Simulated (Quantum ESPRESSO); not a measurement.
# Ta3Re2Ir2Cu: input and log of a self-consistent run

Computed values, not a measurement. The program is pw.x of Quantum ESPRESSO 7.5 (plane-wave density functional theory). The cell is made up: eight metal atoms on a hexagonal close-packed lattice, with elements, volume, strain and displacements drawn at random and not relaxed, so it may be unstable or far from any real phase. PseudoDojo standard norm-conserving files set the functional (PBE unless stated); there is no spin polarisation or spin-orbit coupling, the Fermi-Dirac width of 0.25 eV means electrons at about 2900 K, and the masses in the input are unused placeholders. The copper pseudopotential is less sure than most, with forces differing by about three percent and pressure by about two GPa from a second method on plain copper. Heavy elements are run without spin-orbit coupling, which real alloys of them have. A spin test at this wide smearing found no moment, but such smearing suppresses magnetism that the real alloy may have.

Input:

```
&control calculation='scf', pseudo_dir='./dojo.nc.sr.pbe.v0_5.standard.upf', outdir='./o', disk_io='minimal', tprnfor=.true., tstress=.true. /
&system ibrav=0, nat=8, ntyp=4, nbnd=78, ecutwfc=92.02030273, nosym=.true., tot_charge=0,
 occupations='smearing', smearing='fd', degauss=0.0183746611
/
&electrons conv_thr=1.470e-08, electron_maxstep=70, mixing_beta=0.5 /
ATOMIC_SPECIES
Cu 1.0 Cu.upf
Ir 1.0 Ir.upf
Re 1.0 Re.upf
Ta 1.0 Ta.upf
CELL_PARAMETERS angstrom
0.0354 -0.0675 -4.5321
0.0123 4.8357 0.0732
5.7325 0.0142 -0.0443
ATOMIC_POSITIONS angstrom
Ta 0.0276 -0.1048 0.0586
Ta 2.9226 0.1098 -0.059
Re 1.4237 2.4349 0.0184
Ir 4.3411 2.3854 0.013
Cu 0.0371 1.5749 -2.282
Re 2.9456 1.6484 -2.2336
Ta 1.4071 3.9772 -2.2527
Ir 4.2951 3.9732 -2.308
K_POINTS automatic
5 5 4 1 1 1
```

The log is shortened where brackets say so; the opening notice, blank lines, dates and the lines on written files are dropped, and the path of the files is cut. It prints rydbergs, bohrs and kilobars, and counts compression as positive stress. Its total energy is the free energy E - TS of the whole cell.

```
     Program PWSCF v.7.5
     Parallel version (MPI & OpenMP), running on       4 processor cores
     Number of MPI processes:                 4
     Threads/MPI process:                     1
     [start-up lines left out]
     bravais-lattice index     =            0
     lattice parameter (alat)  =       8.5656  a.u.
     unit-cell volume          =     847.5637 (a.u.)^3
     number of atoms/cell      =            8
     number of atomic types    =            4
     number of electrons       =       122.00
     number of Kohn-Sham states=           78
     kinetic-energy cutoff     =      92.0203  Ry
     charge density cutoff     =     368.0812  Ry
     scf convergence threshold =      1.5E-08
     mixing beta               =       0.5000
     number of iterations used =            8  plain     mixing
     Exchange-correlation= PBE
                           (   1   4   3   4   0   0   0)
     [axes and pseudopotential details left out]
   Cartesian axes
     site n.     atom                  positions (alat units)
         1        Ta     tau(   1) = (   0.0060890  -0.0231207   0.0129282  )
         2        Ta     tau(   2) = (   0.6447754   0.0242238  -0.0130164  )
         3        Re     tau(   3) = (   0.3140925   0.5371805   0.0040594  )
         4        Ir     tau(   4) = (   0.9577208   0.5262600   0.0028680  )
         5        Cu     tau(   5) = (   0.0081849   0.3474498  -0.5034481  )
         6        Re     tau(   6) = (   0.6498496   0.3636652  -0.4927703  )
         7        Ta     tau(   7) = (   0.3104303   0.8774382  -0.4969841  )
         8        Ir     tau(   8) = (   0.9475724   0.8765557  -0.5091842  )
     number of k points=    50  Fermi-Dirac smearing, width (Ry)=  0.0184
                       cart. coord. in units 2pi/alat
        k(    1) = (   0.0978254   0.0950099  -0.1006651), wk =   0.0400000
        k(    2) = (   0.2955160   0.0944836  -0.0991131), wk =   0.0400000
     [further k points left out]
     Dense  grid:   101061 G-vectors     FFT dimensions: (  54,  60,  72)
     Estimated max dynamical RAM per process >     400.79 MB
     Estimated total dynamical RAM >       1.49 GB
     Initial potential from superposition of free atoms
     starting charge     121.9960, renormalised to     122.0000
     Starting wfcs are   80 randomized atomic wfcs
     total cpu time spent up to now is        6.1 secs
     per-process dynamical memory:   317.9 Mb
     Self-consistent Calculation
     iteration #  1     ecut=    92.02 Ry     beta= 0.50
     Davidson diagonalization with overlap
     ethr =  1.00E-02,  avg # of iterations =  3.2
     total cpu time spent up to now is       21.8 secs
     total energy              =   -1564.25710770 Ry
     estimated scf accuracy    <      19.59124127 Ry
     iteration #  2     ecut=    92.02 Ry     beta= 0.50
     Davidson diagonalization with overlap
     ethr =  1.00E-02,  avg # of iterations =  3.1
     total cpu time spent up to now is       37.9 secs
     total energy              =   -1574.41193726 Ry
     estimated scf accuracy    <      52.69966427 Ry
     iteration #  3     ecut=    92.02 Ry     beta= 0.50
     Davidson diagonalization with overlap
     ethr =  1.00E-02,  avg # of iterations =  3.0
     total cpu time spent up to now is       53.4 secs
     total energy              =   -1578.31627994 Ry
     estimated scf accuracy    <       9.54614012 Ry
     iteration #  4     ecut=    92.02 Ry     beta= 0.50
     Davidson diagonalization with overlap
     ethr =  7.82E-03,  avg # of iterations =  1.2
     total cpu time spent up to now is       65.9 secs
     total energy              =   -1578.37691023 Ry
     estimated scf accuracy    <       5.01052137 Ry
     iteration #  5     ecut=    92.02 Ry     beta= 0.50
     Davidson diagonalization with overlap
     ethr =  4.11E-03,  avg # of iterations =  1.4
     total cpu time spent up to now is       78.7 secs
     total energy              =   -1578.01176981 Ry
     estimated scf accuracy    <       2.92210175 Ry
     [iterations 6 to 15 left out]
     iteration # 16     ecut=    92.02 Ry     beta= 0.50
     Davidson diagonalization with overlap
     ethr =  3.43E-08,  avg # of iterations =  1.0
     total cpu time spent up to now is      233.2 secs
     total energy              =   -1577.70104575 Ry
     estimated scf accuracy    <       0.00000260 Ry
     iteration # 17     ecut=    92.02 Ry     beta= 0.50
     Davidson diagonalization with overlap
     ethr =  2.13E-09,  avg # of iterations =  2.9
     total cpu time spent up to now is      248.3 secs
     total energy              =   -1577.70104595 Ry
     estimated scf accuracy    <       0.00000243 Ry
     iteration # 18     ecut=    92.02 Ry     beta= 0.50
     Davidson diagonalization with overlap
     ethr =  1.99E-09,  avg # of iterations =  2.0
     total cpu time spent up to now is      261.4 secs
     total energy              =   -1577.70104616 Ry
     estimated scf accuracy    <       0.00000155 Ry
     iteration # 19     ecut=    92.02 Ry     beta= 0.50
     Davidson diagonalization with overlap
     ethr =  1.27E-09,  avg # of iterations =  1.0
     total cpu time spent up to now is      273.4 secs
     total energy              =   -1577.70104632 Ry
     estimated scf accuracy    <       0.00000012 Ry
     iteration # 20     ecut=    92.02 Ry     beta= 0.50
     Davidson diagonalization with overlap
     ethr =  1.01E-10,  avg # of iterations =  2.3
     total cpu time spent up to now is      287.4 secs
     End of self-consistent calculation
     [lines on levels left out]
!    total energy              =   -1577.70104633 Ry
     estimated scf accuracy    <          6.4E-09 Ry
     smearing contrib. (-TS)   =      -0.11134959 Ry
     internal energy E=F+TS    =   -1577.58969675 Ry
     The total energy is F=E-TS. E is the sum of the following terms:
     one-electron contribution =    -434.37088594 Ry
     hartree contribution      =     289.81822560 Ry
     xc contribution           =    -292.15141454 Ry
     ewald contribution        =   -1140.88562186 Ry
     convergence has been achieved in  20 iterations
     Forces acting on atoms (cartesian axes, Ry/au):
     atom    1 type  4   force =    -0.05493378    0.04484577   -0.05300584
     atom    2 type  4   force =    -0.00680751   -0.04143705    0.00277661
     atom    3 type  3   force =     0.00173732   -0.02698881   -0.00410373
     atom    4 type  2   force =     0.01796013    0.00531259   -0.00444201
     atom    5 type  1   force =    -0.00899850    0.00235958    0.01356313
     atom    6 type  3   force =    -0.00382266    0.01845008   -0.02061436
     atom    7 type  4   force =     0.02944350   -0.01604734    0.03755340
     atom    8 type  2   force =     0.02542149    0.01350517    0.02827281
     Total force =     0.126260     Total SCF correction =     0.000383
     Computing stress (Cartesian axis) and pressure
          total   stress  (Ry/bohr**3)                   (kbar)     P=       34.19
   0.00013079  -0.00000257   0.00011297           19.24       -0.38       16.62
  -0.00000257   0.00004763  -0.00010695           -0.38        7.01      -15.73
   0.00011297  -0.00010695   0.00051887           16.62      -15.73       76.33
     init_run     :      5.73s CPU      6.00s WALL (       1 calls)
     electrons    :    275.26s CPU    281.36s WALL (       1 calls)
     forces       :      2.81s CPU      2.83s WALL (       1 calls)
     stress       :      9.61s CPU      9.83s WALL (       1 calls)
     [timing details left out]
     PWSCF        :   4m53.49s CPU   5m 0.19s WALL
     JOB DONE.
```

In other units: free energy -21465.716 eV for the cell, pressure 3.42 GPa, largest force component 1.412 eV/Å in size. The run took 302 s of wall time with four MPI processes on a shared machine (Intel Xeon, 2023 or later, virtual cores), so the time is rough. A rerun of this cell at a higher cutoff and on a denser mesh moved values by no more than 0.004 eV in energy, 0.04 GPa in stress and 0.014 eV/Å in force, and a second program with other atomic files agreed on that cell to 2 % rms in force and 0.5 GPa in pressure.